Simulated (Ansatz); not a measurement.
The numbers come from plane-wave PAW DFT (Ansatz): r2SCAN, no spin polarisation, 500 eV, 6×6×7 Γ-centred k points, tetrahedron occupations. Nothing was relaxed.

Computed maps in the lattice plane spanned by a (left to right, 4.62 Å, 14 points from zero) and b (bottom to top, 4.62 Å, 14 points from zero), 120° apart, at height 0.500 along c. The fields are smooth PAW ones with compensation charges, not the true ones near nuclei.

Valence density. Digits on a logarithmic scale: 0 up to 0.03 e/Å³, each further digit a factor of 1.6, 9 from 1.3 e/Å³ up:
```
23345677654332
33457999754333
44589999854433
55799999755444
66999999665555
67999997667876
77999977799997
66787667999997
65555669999996
54445579999975
43344589999854
33334579997543
22334567765433
22345667665432
```

ELF. Ten even steps from '0' (0.05) to '9' (0.71):
```
01244444444210
12323676323211
44249999424422
54399599345434
64695596464224
64799974643434
64699646469964
64343464799974
64224646955964
54345439959934
42244249999424
11123236763232
00124444444421
00145666665410
```

**Question.** The cell is BaRe₂. Which atoms lie within 0.2 Å of this plane, and where (fractions of a and b)?

**Answer.** Re at (0.33, 0.67), Re at (0.67, 0.33). The whole cell:
```
CELL_PARAMETERS angstrom
4.62327 0.00000 0.00000
-2.31163 4.00387 0.00000
0.00000 0.00000 3.96404
ATOMIC_POSITIONS crystal
Ba 0.00000 0.00000 0.00000
Re 0.33330 0.66670 0.50000
Re 0.66660 0.33330 0.50000
```

Origin: a known structure type with other elements, at an estimated volume, so it need not be a known compound. Caveats: empty levels are not fully converged.
